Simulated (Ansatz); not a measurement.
Consider the following.

BeTe:
```cif
data_BeTe
_chemical_formula_sum 'Be1 Te1'
_space_group_name_H-M_alt 'P 1'
_space_group_IT_number 1
_cell_length_a 4.00001
_cell_length_b 4.00001
_cell_length_c 4.00001
_cell_angle_alpha 60.000
_cell_angle_beta 60.000
_cell_angle_gamma 60.000
loop_
_space_group_symop_operation_xyz
  'x, y, z'
loop_
_atom_site_label
_atom_site_type_symbol
_atom_site_fract_x
_atom_site_fract_y
_atom_site_fract_z
_atom_site_occupancy
Be1 Be 0.00000 0.00000 0.00000 1
Te1 Te 0.25000 0.25000 0.25000 1
```

This is the r²SCAN-relaxed structure.

**Question.** All from plane-wave PAW r²SCAN (Ansatz code), unless another level is named. Give the static dielectric constant ε0 (ions relaxed, cell fixed).

**Answer.** 8.17.

**Question.** And the Bader charges?

**Answer.** Be +1.55, Te -1.55 e.

**Question.** And the Born charges (a third of the trace)?

**Answer.** Be +1.44, Te -1.44 e.

**Question.** What about the largest static χ(2) component?

**Answer.** 16 pm/V.

**Question.** Give the electronic dielectric constant ε∞ (DFPT).

**Answer.** 6.88.

Space group F-43m (zinc blende). Symmetry was held in the r²SCAN relaxation. Spin–orbit coupling is left out wherever it is not named.

Potentials: the earlier of the program's two PAW sets. The files were generated under PBE; for other functionals the program regenerates the frozen cores, and for LDA and PBEsol the local potential too.
